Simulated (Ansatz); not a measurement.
**CrGe: computed property card**

CrGe:
```
CrGe
1.0
    4.70037     0.00000     0.00000
    0.00000     4.70037     0.00000
    0.00000     0.00000     4.70037
Cr Ge
4 4
Cartesian
  0.64655   0.64655   0.64655
  1.70363   4.05382   2.99673
  2.99673   1.70363   4.05382
  4.05382   2.99673   1.70363
  3.97344   3.97344   3.97344
  3.07711   0.72692   1.62326
  1.62326   3.07711   0.72692
  0.72692   1.62326   3.07711
```
The run is spin-polarised; directions of the spins, atom by atom: ↑ ↑ ↑ ↑ 0 0 0 0.

Space group P2_13 (No. 198); conventional cell a = 4.700 Å, b = 4.700 Å, c = 4.700 Å, α = 90.00°, β = 90.00°, γ = 90.00°.

Method: plane-wave PAW PBEsol (Ansatz code). Structure relaxed to zero pressure with the same functional. Other levels are named where they apply.

### Cell and energy

| Quantity | Result |
|---|---|
| Volume per atom | 12.98 Å³ |
| Density | 7.97 g/cm³ |
| Formation energy from the elements (no fitted shifts) | -0.049 eV/atom |

### Electronic structure

| Item | Value |
|---|---|
| Electronic character | metallic (no gap) |
| Density of states at the Fermi level | 0.96 states/eV per atom (mean over ±0.08 eV) |

### Magnetism

| Property | Value |
|---|---|
| Magnetic order | ferromagnetic |
| Net moment | 0.37 μB per atom |

### Mechanics

| Item | Result |
|---|---|
| Bulk modulus (Birch–Murnaghan fit) | 176 GPa |
| Pressure derivative B′ | 4.6 |

The workflow started from a Materials Project entry (that database holds measured and hypothetical structures alike); the Crystallography Open Database copy checked does not list it. Whether it is the stable phase at ambient conditions was not checked. The PBEsol relaxation kept the symmetry of its start; whether a distortion lowers the energy is not shown. Spin order of the final state: ferromagnetic, chosen from 4 collinear starts compared on coarse meshes (ties went to the first, and starts can fall back to one state), not a proven ground state. Point labels and valley counts follow the cell and symmetry of the run, lower than the named group. The references are the lowest solids computed at this level, not always the standard phases. Spin–orbit coupling is left out wherever it is not named.

Potentials: the later of the program's two PAW sets.
